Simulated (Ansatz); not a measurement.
Given:

YSb (rock salt, space group No. 225), a = 6.0603 Å, b = 6.0603 Å, c = 6.0603 Å, α = 90.00°, β = 90.00°, γ = 90.00°; the cell used has 2 atoms.

This is the LDA-relaxed structure.

All from the program Ansatz at the LDA level (PAW), unless another level is named. Estimate the electronic character.

metallic (no gap).

Next, the formation energy from the elements (no fitted shifts)?

-120 kJ/mol of atoms.

What about the density of states at the Fermi level?

0.15 states/eV per atom (mean over ±0.08 eV).

Space group Fm-3m (rock salt). The first step of the workflow began from a Materials Project structure, measured or hypothetical; the Crystallography Open Database files this formula in space group No. 225, but the cells were not matched. Its standing as an ambient phase is unchecked. The LDA relaxation kept the symmetry of its start; of distortions, only those at the zone centre were tested. The run is not spin-polarised. The references are the lowest solids computed at this level, not always the standard phases. Scalar-relativistic: spin–orbit coupling is off unless named, which matters more the heavier the elements.

Potentials: the later of the program's two PAW sets.
